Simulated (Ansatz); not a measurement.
## Ansatz 0.2.0, single run: TaNbSi

The input file (Ansatz 0.2.0, plane waves):

```yaml
crystal:
  lattice:
    - [6.643515, 0.0, 0.0]
    - [-3.321757, 5.753454, 0.0]
    - [0.0, 0.0, 3.678991]
  atoms:
    - { symbol: Nb, position: [0.589, 0.0, 0.5] }
    - { symbol: Nb, position: [0.411, 0.411, 0.5] }
    - { symbol: Nb, position: [0.0, 0.589, 0.5] }
    - { symbol: Ta, position: [0.242, 0.0, 0.0] }
    - { symbol: Ta, position: [0.758, 0.758, 0.0] }
    - { symbol: Ta, position: [0.0, 0.242, 0.0] }
    - { symbol: Si, position: [0.3333, 0.6667, 0.0] }
    - { symbol: Si, position: [0.6667, 0.3333, 0.0] }
    - { symbol: Si, position: [0.0, 0.0, 0.5] }
  symmetry: { tolerance: 0.0003 }
kpoints:
  mp_grid: { grid: [3, 3, 5], shift: [0.5, 0.5, 0.5] }
magnetization:
  spin_polarized: false
scf:
  occupations: { method: gaussian, width: 0.0183 }
hamiltonian:
  pseudopotentials: { kind: paw }
  xc: pbe
  hubbard: { sites: [{ species: Nb, l: d, u_eff: 8.0 }], double_counting: fll }
basis:
  ecutwfc: 420
output:
  forces: true
  stress: true
  eigenvalues: true
  write_density: true
  write_potential: true
  elf: true
  volumetric_format: npy
```

Run with:

```bash
ansatz run input.yaml --threads 1 --pin off --max-ram 2560MiB --backend cpu --events-out ev --progress --plain --runs-dir out
```

Origin of the cell: a known structure type with other elements, at an estimated volume, so it need not be a known compound.

Output (shortened):

```
Warning: the atoms were moved onto the symmetric positions of the space group found under crystal.symmetry.tolerance 3.0e-4 (fractional; no operation is sought that the atoms, as they stand i […]
Warning: crystal.symmetry: narrowed to the stabiliser of the k-point mesh — unitary ops 12 → 4; excluded 8 operations that carry a point of the 3×3×5 mesh (shift [0.5, 0.5, 0.5]) off the mesh […]
Nb: projections on atomic orbitals take those of the free atom [Ar 3d10] 4s2 4p6 4d4 5s1, of charge +0.00 (hamiltonian.pseudopotentials.projection_atoms); the dataset's partial waves leave at […]
Ta: projections on atomic orbitals take those of the free atom [Kr 4d10 4f14] 5s2 5p6 5d3 6s2, of charge +0.00 (hamiltonian.pseudopotentials.projection_atoms); the dataset's partial waves lea […]
Si: projections on atomic orbitals take those of the free atom [Ne] 3s2 3p2, of charge +0.00 (hamiltonian.pseudopotentials.projection_atoms); the dataset's partial waves leave at most 6.1e-8 […]
Pseudopotentials: kind: paw
Pseudopotential: Nb, paw, valence charge 13, recommended cutoff 420 eV (normal), Nb.paw.azcp
Pseudopotential: Ta, paw, valence charge 13, recommended cutoff 420 eV (normal), Ta.paw.azcp
Pseudopotential: Si, paw, valence charge 4, recommended cutoff 420 eV (normal), Si.paw.azcp
Functional definition: PBE
  exchange = pbe_x(kappa = kappa, mu = beta*pi^2/3)
  correlation = pbe_c(beta = beta)
[… 11 lines left out …]
Initial density: superposition of atomic densities (chi_scale 0.1, normalization cell, long waves of neutral atoms under a Hubbard term (reshape's long-wave potential 0.01 eV rms, cloud 2.81 Å wide))
Functional: x = pbe(κ = 0.804, μ = 0.219515), c = pbe(β = 0.066725)
SCF iter   1: F=—  HF=-45345.110753 eV  Δρ=1.18e-1  dr2=5.75e1
SCF iter   2: F=—  HF=-45335.927816 eV  Δρ=5.54e-2  dr2=1.02e1  defer=36
SCF iter   3: F=—  HF=-45335.939353 eV  Δρ=3.54e-2  dr2=3.01e0  defer=24
SCF iter   4: F=—  HF=-45336.677740 eV  Δρ=1.35e-2  dr2=2.91e-1  defer=30
SCF iter   5: F=—  HF=-45336.922842 eV  Δρ=6.63e-3  dr2=1.48e-1  defer=31
SCF iter   6: F=—  HF=-45336.957702 eV  Δρ=4.22e-3  dr2=3.55e-2  defer=32
SCF iter   7: F=—  HF=-45336.992663 eV  Δρ=3.43e-3  dr2=1.57e-2  defer=32
SCF iter   8: F=—  HF=-45337.019991 eV  Δρ=2.79e-3  dr2=9.48e-3  defer=32
SCF iter   9: F=—  HF=-45337.038715 eV  Δρ=2.24e-3  dr2=5.80e-3  defer=32
SCF iter  10: F=—  HF=-45337.050802 eV  Δρ=1.62e-3  dr2=3.99e-3  defer=31
SCF iter  11: F=—  HF=-45337.061502 eV  Δρ=5.21e-4  dr2=3.76e-4  defer=32
SCF iter  12: F=—  HF=-45337.061927 eV  Δρ=2.78e-4  dr2=9.46e-5  defer=32
SCF iter  13: F=—  HF=-45337.062182 eV  Δρ=1.42e-4  dr2=1.68e-5  defer=32
SCF iter  14: F=—  HF=-45337.062323 eV  Δρ=8.96e-5  dr2=9.51e-6  defer=32
SCF iter  15: F=—  HF=-45337.062382 eV  Δρ=7.76e-5  dr2=1.20e-5  defer=32
SCF iter  16: F=—  HF=-45337.062407 eV  Δρ=4.29e-5  dr2=2.06e-6  defer=32
SCF iter  17: F=—  HF=-45337.062419 eV  Δρ=2.58e-5  dr2=1.70e-6  defer=32
SCF iter  18: F=—  HF=-45337.062421 eV  Δρ=1.58e-5  dr2=7.21e-7  defer=32
SCF iter  19: F=-45337.062421 eV  HF=-45337.062421 eV  Δρ=6.41e-6  dr2=4.86e-8
SCF 1 converged in 19 iterations: F = -45337.062421 eV  dr2 = 4.86e-8
SCF converged after 19 iterations
Free energy (F): -45337.062421 eV
Harris-Foulkes:  -45337.062421 eV  (|F-HF|=3.00e-8)
Internal energy: -45337.062421 eV  (E = F + TS)
E sigma→0 (E₀):  -45337.062421 eV
Entropy (-TS):   -0.000000 eV (-0.000 meV/atom)
Fermi energy:    17.972890 eV
--- Per-component energies (eV) ---
  E_band       = -458.178676
  E_kinetic    = 2438.791395
  E_local      = -4230.612330  (includes V_loc(G=0)·N_el)
  E_nonlocal   = 486.284295
  E_hartree    = 1467.732459
  E_xc         = -1361.778441
  E_vxc        = -1409.902739  (∫ρ·V_xc dr)
  E_hubbard    = 23.312943  (on-site DFT+U / exact-exchange correction)
  E_vhub       = -4.332205  (the Hubbard potential's part of the band-sum identity)
  E_paw        = -35952.702380  (= ΣΔE_a)
  E_vpaw       = -673.879740  (= ΣTr[D̂ρ^β])
  E_aug_tail   = 0.000532  (compensation charges beyond the density's cutoff)
  E_ewald      = -8208.090894
  E_smearing   = -0.000000  (= −TS)
  Σ components = -45337.062421   (vs F -45337.062421, Δ=0.00e0)
--- Forces (eV/Å), atoms counted from 1 ---
  atom   1  Nb    -0.085916     0.037574     0.000000
  atom   2  Nb     0.067640     0.117155     0.000000
  atom   3  Nb     0.075498    -0.055618     0.000000
  atom   4  Ta     2.213363    -0.127964     0.000000
  atom   5  Ta    -1.096538    -1.899259     0.000000
  atom   6  Ta    -1.217501     1.852847     0.000000
  atom   7  Si    -0.037512     0.044479     0.000000
  atom   8  Si     0.057276    -0.010247     0.000000
  atom   9  Si     0.023727     0.041096     0.000000
  max |Σ_I F_I| component: 6.36e-5 eV/Å
--- Stress (GPa, compression-positive) ---
       28.384402      -0.588237       0.000000
       -0.588237      27.705165       0.000000
        0.000000       0.000000      17.749093
  P = ⅓ Tr σ = 24.6129 GPa (246.129 kbar)
Occupation matrices written to <dir>
```

Caveats: no moments, though an odd count or open d shells may carry them; no spin-orbit coupling, though heavy elements are present; the k mesh is coarse if the cell is a metal; the k mesh keeps only part of the crystal's symmetry.

Time: 40 s on 1 thread of Intel(R) Xeon(R) Platinum 8259CL CPU @ 2.50GHz (Skylake/Cascade Lake), on a shared host, peak memory 0.54 GiB, from the program's own first density.
